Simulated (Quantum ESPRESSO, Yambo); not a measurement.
CaC2 under isotropic strain

```
CELL_PARAMETERS angstrom
     -1.90997     1.90997     3.16864
      1.90997    -1.90997     3.16864
      1.90997     1.90997    -3.16864
ATOMIC_POSITIONS crystal
  C  0.59955 0.59955 0.00000
  C  0.40045 0.40045 0.00000
  Ca 0.00000 0.00000 0.00000
```

CaC₂ (space group I4/mmm, No. 139) under isotropic strain (on all lattice vectors), counted from the cell relaxed with PBEsol, atoms relaxed at each step. norm-conserving PBEsol (Quantum ESPRESSO, 82 Ry, no spin-orbit coupling); G0W0 and BSE in Yambo (6×6×6 Γ-centred k mesh, 88 bands and a 8 Ry block in the screening, 88 bands in G with the Bruneval-Gonze terminator, plasmon pole fitted at 27.2 eV; BSE 10×10×10 mesh, 4 valence and 2 conduction bands, static screening with 26 bands and a 4 Ry block, scissor from each state's G0W0).

| strain (%) | pressure (GPa) | PBEsol gap (eV) | kind | G0W0 direct gap (eV) | lowest vertical BSE state (eV) | RPA ε∞ along x |
|---|---|---|---|---|---|---|
| -3 | 7.2 | 0.67 | indirect | 3.72 at X | 3.36 | – |
| -1.5 | 3.2 | 0.86 | indirect | 3.93 at X | 3.53 | – |
| -0.7 | 1.4 | 0.95 | near tie | 4.02 at X | 3.60 | – |
| 0 | 0.0 | 1.03 | near tie | 4.09 at X | 3.66 | – |
| +1 | -1.8 | 1.14 | near tie | 4.20 at X | 3.74 | – |
| +2 | -3.4 | 1.24 | indirect | 4.28 at X | 3.80 | – |

Between -0.7 % and +1 % the direct gap at X has a volume deformation potential dE/dlnV of 3.5 eV in G0W0 and 2.2 eV in PBEsol.

GW, BSE and RPA settings are held fixed; their convergence isn't established. «Near tie»: competing band extrema lie within 0.03 eV. Strains are linear. The screening block changes size along the series (121 vectors at -3 %, 145 vectors at -1.5 %, 145 vectors at -0.7 %, 145 vectors at +0 %, 145 vectors at +1 %, 145 vectors at +2 %), which puts steps into the G0W0 values.  Axes are Cartesian, with cell vectors (Å) (-1.91, 1.91, 3.17), (1.91, -1.91, 3.17), (1.91, 1.91, -3.17).

The structure is a Materials Project entry; no match was found in the copy of COD used, and its stability was not checked.
